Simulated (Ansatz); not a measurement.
Data:

Re:
```yaml
crystal:
  lattice:
    - [2.77532, 0.00000, 0.00000]
    - [-1.38766, 2.40350, 0.00000]
    - [0.00000, 0.00000, 4.48289]
  atoms:
    - { symbol: Re, position: [0.33333, 0.66667, 0.75000] }
    - { symbol: Re, position: [0.66667, 0.33333, 0.25000] }
```

This is the PBE-relaxed structure. Cartesian axes are those of the cell as given.

**Question.** All from DFT-PBE in the program Ansatz with PAW potentials, unless another level is named. Predict the Hill bulk and shear moduli.

**Answer.** 364 and 173 GPa.

**Question.** Next, the elastic constants (relaxed ions, GPa)?

**Answer.** C11 = 601, C12 = 269, C13 = 221, C33 = 657, C44 = 160.

Space group P6_3/mmc (hcp (Mg type)). Symmetry was held in the PBE relaxation. No spin polarisation was allowed. As this level gives no gap, shear constants depend on the k-mesh and smearing (Fermi–Dirac, 0.1 eV here). Spin–orbit coupling is left out wherever it is not named.

Potentials: the later of the program's two PAW sets.
